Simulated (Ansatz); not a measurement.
**Computed frozen-phonon scan: Pd (fcc, Cu type)**

Starting cell, Pd (fcc, Cu type):

```
CELL_PARAMETERS angstrom
      0.00000     3.94276     3.94276
      1.97138     1.97138     3.94276
      1.97138     1.97138     0.00000
ATOMIC_POSITIONS crystal
  Pd 0.00000 0.00000 0.00000
  Pd 0.50000 0.00000 0.00000
```

The atoms are displaced by Q × the pattern below (from a DFPT mode at X = (0.5, 0.5, 0.0), largest move 1; Q in Å), at fixed cell. (q is in reciprocal vectors of the primitive cell; the cell shown is doubled to hold the pattern.)

```tsv
atom	x	y	z
Pd1	0.000	0.000	-1.000
Pd2	0.000	0.000	1.000
```

These are PBE (plane waves to 420 eV, PAW, scalar-relativistic; Ansatz, a quantum-chemistry and plane-wave program) values and carry that method's errors. k mesh 20×20×20 (Γ-centred), Fermi-Dirac smearing 0.05 eV. The energy includes the smearing's −TS. Compression counts positive. With partly filled bands, energies and forces of such displacements shift with the k mesh and the smearing. Pd is run without spin polarisation. Pd was relaxed with its symmetry unable to fall. ΔE is measured from the undisplaced structure.

```
Q (Å)   ΔE (meV/cell)  P (GPa)  −dE/dQ from forces (eV/Å)
------  -------------  -------  -------------------------
-0.180            578     12.9                      6.715
-0.150            396      8.9                      5.450
-0.120            250      5.7                      4.260
-0.090            139      3.2                      3.136
-0.060             62      1.4                      2.063
-0.030             15      0.4                      1.023
0.000               0      0.0                      0.000
0.030              15      0.4                     -1.023
0.060              62      1.4                     -2.063
0.090             139      3.2                     -3.136
0.120             250      5.7                     -4.260
0.150             396      8.9                     -5.450
0.180             578     12.9                     -6.715
```

Key numbers:

| Item | Result |
|---|---|
| Energy at Q = 0.180 Å | 578 meV/cell |
| Space group of the distorted cell | P4/nmm (No. 129), lowered from Fm-3m |
| Symmetry of the curve | even: the same for both signs |
| Shape of the curve | a single well with its minimum at or next to zero displacement |
| Harmonic wavenumber from the curvature (finite differences) | 209 cm⁻¹ |

(For displaced atoms, the force is minus the slope of the energy, and its curvature is a force constant, which sets phonon frequencies.)
